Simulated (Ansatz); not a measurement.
**What DFT gives for ZnI4F2**

```
CELL_PARAMETERS angstrom
0.00000 6.13613 0.00000
6.13613 0.00000 0.00000
3.06806 3.06806 -6.13564
ATOMIC_POSITIONS crystal
Zn 0.00000 0.00000 0.00000
F 0.50000 0.50000 0.00000
I 0.37000 0.39000 0.74000
I 0.61000 0.11000 0.26000
I 0.89000 0.87000 0.74000
I 0.13000 0.63000 0.26000
F 0.75000 0.25000 0.50000
```

Level: PBE, no spin polarisation; 420 eV; 6×6×6 Γ-centred mesh; fermi-dirac occupations (width 0.1 eV); Ansatz 0.2.0, fixed geometry.

Task: What is the formation energy?

Result: -0.15 eV an atom against the elements' usual phases (free molecules for gases, crystals otherwise, with no correction for O₂ or N₂), so it is bound against them; other compounds may still compete. Relaxing would lower it.

Task: Is there a gap?

Result: It is a metal on this mesh, though the bands barely overlap, with about 16 states/eV a cell as the mean within 0.25 eV of the Fermi level, mostly I p (77 %) and F p (21 %).

Task: What do density and ELF say about some of the short contacts?

Result: Zn–I at 2.69 Å: least valence density 0.34 e/Å³ and ELF 0.32 there. F–I at 2.69 Å: least valence density 0.21 e/Å³ and ELF 0.14 there. Both are smooth PAW fields, read partly inside the augmentation spheres.

Task: Give the Bader charges.

Result: Bader charges in e: Zn +0.71, I +0.11, F -0.58. In the mean Zn gives up most and F takes most.

Task: Where is the largest force?

Result: The largest is on I3 (and as large on other atoms): 0.52 eV/Å, components (-0.16, -0.45, -0.20). It makes 27° with the line to a nearest neighbour, Zn1 at 2.69 Å, pointing towards it.

Task: Is the cell too large or too small?

Result: The pressure is -0.4 GPa (compression positive), so with the atoms held at these fractions the cell is close to zero pressure. The principal stresses -0.7, -0.7, 0.3 GPa differ, so its shape would change too.

Origin: a known structure type with other elements, at an estimated volume, so it need not be a known compound. Caveats: many states at the Fermi level without spin polarisation, so a magnetic state may lie lower.
